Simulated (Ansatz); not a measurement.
Sb in space group I4_132 (No. 214; Sb on 8a) under volume change, plane-wave PAW PBEsol (Ansatz code), scaled uniformly.

| V (Å³/atom) | E − E(relaxed) (meV/atom) | P (GPa) |
|---|---|---|
| 57.776 | 39.6 | 2.42 |
| 59.681 | 16.6 | 1.48 |
| 61.585 | 3.9 | 0.68 |
| 63.490 | 0.0 | 0.00 |
| 65.395 | 3.3 | -0.55 |
| 67.300 | 12.9 | -1.05 |
| 69.204 | 28.1 | -1.49 |

Problem. What does a third-order Birch–Murnaghan fit give for V₀, B₀ and B′?

Solution. V₀ = 63.52 Å³/atom, B₀ = 20.8 GPa, B′ = 4.3.

The start of the workflow was typed in or built on a structure type; neither database checked (COD, Materials Project) lists it. It is not the phase usual at ambient conditions (space group No. 166). The cell was relaxed with PBEsol under the symmetry of its start. At this level the phase is dynamically unstable (imaginary phonons). The volume moved by 64 % from the start of the relaxation. Scalar-relativistic: spin–orbit coupling is off unless named, which matters more the heavier the elements.

Potentials: the later of the program's two PAW sets.
